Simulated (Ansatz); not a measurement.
Space group R-3m:H (No. 166). a = 2.822 Å, b = 2.822 Å, c = 17.791 Å, α = 90.00°, β = 90.00°, γ = 120.00°
| atom | site | symmetry | x | y | z |
| --- | --- | --- | --- | --- | --- |
| Co | 3b | -3m | 0.6667 | 0.3333 | 0.8333 |
| Pt | 3a | -3m | 0.0000 | 0.0000 | 0.0000 |
| O | 6c | 3m | 0.0000 | 0.0000 | 0.8877 |

Equation of state of this CoPtO2 structure (not necessarily the ground state), with shape and atoms relaxed at each volume where symmetry leaves them free. It has no gap at any of these volumes. The calculation used Ansatz, DFT r2SCAN, scalar-relativistic, plane waves, PAW.

Settings: cutoff 500 eV, Γ-centred mesh 18×18×18 on the computed 4-atom cell, Gaussian smearing of 0.10 eV; no spin polarisation.

```json
{"V (Å³/atom)": "9.614", "E − E(largest V) (meV/atom)": "6.82", "P (GPa)": "18.39"}
{"V (Å³/atom)": "9.920", "E − E(largest V) (meV/atom)": "-18.51", "P (GPa)": "8.40"}
{"V (Å³/atom)": "10.227", "E − E(largest V) (meV/atom)": "-26.30", "P (GPa)": "0.01"}
{"V (Å³/atom)": "10.534", "E − E(largest V) (meV/atom)": "-19.34", "P (GPa)": "-7.04"}
{"V (Å³/atom)": "10.841", "E − E(largest V) (meV/atom)": "0.00", "P (GPa)": "-12.96"}
```

Problem. Fit a third-order Birch–Murnaghan equation to E(V).

Solution. V0 = 10.23 Å³/atom, B0 = 256 GPa, B0' = 4.8.

Spin-orbit coupling is left out, which matters for the bands of heavy elements.